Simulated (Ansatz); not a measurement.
BiB (rock salt), relaxed with PBE (Ansatz, a quantum-chemistry and plane-wave program, plane waves, PAW): a = b = c = 5.277 Å, α = β = γ = 90.00°.

* **ΔH_f (eV/atom)**: 1.20
* **B₀ by P(V) fit (GPa)**: 81.7

Task: The same phase is relaxed and computed with r²SCAN in the same code. What are the cell and these values now?

Result: a = b = c = 5.2569 Å, α = β = γ = 90.00°.

ΔH_f (eV/atom): 1.24
B₀ by P(V) fit (GPa): 85.8

Constructed cells (a structure type filled with these elements, in neither database checked): BiB, rock salt. All cells were relaxed under the symmetry of their starts (and spin orders); stability against distortions was not tested throughout. Spin–orbit coupling is left out wherever it is not named.

Potentials: the later of the program's two PAW sets.

Ansatz is a plane-wave DFT program.

Formation energies count from the lowest solids of the elements computed at the same level, not from gases.
